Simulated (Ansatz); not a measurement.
## From three elastic constants to directional properties of Mg3PN

Computed with DFT PBE, scalar-relativistic, plane waves, PAW (Ansatz 0.2.0). Settings: 420 eV plane-wave cutoff, Γ-centred 8×8×8 mesh, fixed occupations. No spin polarisation.

The cell is fixed (symmetry leaves no force on the atoms) and stands under 0.0 GPa:
```yaml
crystal:
  lattice:
    - [4.18340, 0.00000, 0.00000]
    - [0.00000, 4.18340, 0.00000]
    - [0.00000, 0.00000, 4.18340]
  atoms:
    - { symbol: P, position: [0.00000, 0.00000, 0.00000] }
    - { symbol: N, position: [0.50000, 0.50000, 0.50000] }
    - { symbol: Mg, position: [0.50000, 0.50000, 0.00000] }
    - { symbol: Mg, position: [0.50000, 0.00000, 0.50000] }
    - { symbol: Mg, position: [0.00000, 0.50000, 0.50000] }
```

The cell is the ideal cubic antiperovskite prototype; whether it is the stable structure of this composition wasn't checked.

With ions relaxed, on the cubic axes: C11 = 186.7, C12 = 43.7, C44 = 79.2 GPa. The density is 2.674 g/cm³. Zone-centre modes weren't checked beside this run.

Question: Is the crystal stable against strain, and how anisotropic is it?

Answer: Born's conditions hold: C11 + 2C12 = 274.0, C11 − C12 = 143.1 and C44 = 79.2 GPa are all positive. B = (C11 + 2C12)/3 = 91.3 GPa. The two shear moduli are C44 and C′ = (C11 − C12)/2 = 71.5 GPa, so Zener's ratio is A = C44/C′ = 1.11: nearly isotropic. The Cauchy pressure C12 − C44 is -35.5 GPa; it would vanish for pair forces between atoms on inversion centres at zero pressure, and a negative value is usual with directional bonding, though many-body forces give one in some ionic oxides too.

Question: Give the sound speeds along the three symmetry directions.

Answer: The Christoffel equation gives ρv² for each branch:
| direction | branch | ρv² | GPa | v (m/s) |
| --- | --- | --- | --- | --- |
| [100] | L | C11 | 186.7 | 8356 |
| [100] | T (×2) | C44 | 79.2 | 5442 |
| [110] | L | (C11 + C12 + 2C44)/2 | 194.4 | 8526 |
| [110] | T, u ∥ [001] | C44 | 79.2 | 5442 |
| [110] | T, u ∥ [1-10] | (C11 − C12)/2 | 71.5 | 5172 |
| [111] | L | (C11 + 2C12 + 4C44)/3 | 196.9 | 8582 |
| [111] | T (×2) | (C11 − C12 + C44)/3 | 74.1 | 5264 |

Question: How does Young's modulus depend on direction?

Answer: Inverting gives S11 = 5.877, S12 = -1.114, S44 = 12.626 TPa⁻¹. Along a unit vector (l, m, n), 1/E = S11 − 2(S11 − S12 − S44/2)(l²m² + m²n² + n²l²), where the last bracket is 0, 1/4 and 1/3 for [100], [110] and [111]: E = 170, 181 and 184 GPa. With A > 1 the body diagonal is stiffest. For a film on (001), the biaxial modulus is C11 + C12 − 2C12²/C11 = 210 GPa and the normal strain is −2C12/C11 = -0.47 times the in-plane one.